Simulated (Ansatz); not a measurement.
# Yb$_{2}$MgSe$_{4}$, a known structure type with other elements, at an estimated volume

```
Yb Mg Se
1.0
     0.00000    5.77602    5.77602
     5.77602    0.00000    5.77602
     5.77602    5.77602    0.00000
Yb Mg Se
4 2 8
Cartesian
  7.2200 7.2200 7.2200
  7.2200 4.3320 4.3320
  4.3320 4.3320 7.2200
  4.3320 7.2200 4.3320
  0.0000 0.0000 0.0000
  2.8880 2.8880 2.8880
  4.3551 4.3551 4.3551
  10.0849 7.2431 7.2431
  7.1969 7.1969 4.3551
  7.2431 10.0849 7.2431
  4.3551 7.1969 7.1969
  10.0849 10.0849 10.0849
  7.1969 4.3551 7.1969
  7.2431 7.2431 10.0849
```

Single point in Ansatz 0.2.0 with PBE, no spin polarisation. Cutoff 420 eV, PAW datasets, 4×4×4 Γ-centred k mesh, fermi-dirac filling (width 0.0235 eV).

**Question.** Is there a gap?

**Answer.** It is a metal, with about 52 states/eV a cell as the mean within 0.25 eV of the Fermi level, mostly Yb f (84 %) and Se p (14 %).

**Question.** Describe some of the short contacts.

**Answer.** Mg–Se at 2.54 Å: least valence density 0.22 e/Å³ and ELF 0.10 there. Yb–Se at 2.87 Å: least valence density 0.26 e/Å³ and ELF 0.22 there. Both are smooth PAW fields, read partly inside the augmentation spheres.

**Question.** What is the formation energy?

**Answer.** -1.41 eV an atom against the elements' usual phases (free molecules for gases, crystals otherwise, with no correction for O₂ or N₂), so it is bound against them; other compounds may still compete. Relaxing would lower it.

**Question.** Which atom feels the largest force, and which way?

**Answer.** The largest is on Se7 (and as large on other atoms): 0.45 eV/Å, components (0.26, 0.26, 0.26). It makes 180° with the line to a nearest neighbour, Mg6 at 2.54 Å, pointing away from it.

**Question.** What does the stress say?

**Answer.** The pressure is 0.6 GPa (compression positive), so with the atoms held at these fractions the cell would first expand.

**Question.** How is the charge shared?

**Answer.** Bader charges in e: Yb +1.61, Mg +1.61, Se -1.21. In the mean Yb gives up most and Se takes most.

Origin: a known structure type with other elements, at an estimated volume, so it need not be a known compound. Caveats: no spin polarisation, so a magnetic state may lie lower; f levels without a U or exact exchange are poorly placed.
